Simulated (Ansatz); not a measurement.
Data sheet: Ru (DFT)

Ru:
```xyz
4
Lattice="2.7088 0.0000 0.0000 -1.3544 2.3459 0.0000 0.0000 0.0000 8.7008" Properties=species:S:1:pos:R:3 pbc="T T T"
Ru     0.0000     0.0000     0.0000
Ru     1.3544     0.7820     2.1752
Ru     0.0000     0.0000     4.3504
Ru     0.0000     1.5639     6.5256
```

Space group P6_3/mmc (No. 194), dhcp (α-La type); conventional cell a = 2.709 Å, b = 2.709 Å, c = 8.701 Å, α = 90.00°, β = 90.00°, γ = 120.00°.

Method: plane-wave PAW PBE (Ansatz code). Geometry: relaxed at this level of theory. Other levels are named where they apply.

### Cell and energy

```yaml
volume_per_atom: 13.82 Å³
density: 12.14 g/cm³
```

### Electronic structure

```yaml
electronic_character: metallic (no gap)
Density of states at the Fermi level: 1.1 states/eV per atom (mean over ±0.08 eV)
Gap with spin–orbit coupling: none (metallic)
```

### Mechanics

```yaml
Bulk modulus (Birch–Murnaghan fit): 307 GPa
Pressure derivative B′: 4.8
```

The start of the workflow was typed in or built on a structure type. Its sites differ from those of the usual phase in this space group: another stacking or structure type. The cell was relaxed with PBE under the symmetry of its start; whether a distortion lowers the energy is not shown. No spin polarisation was allowed. Axis ratios of metals converge slowly with the k-mesh, so a and c are less sure than the volume. Spin–orbit coupling is left out wherever it is not named.

Potentials: the later of the program's two PAW sets.
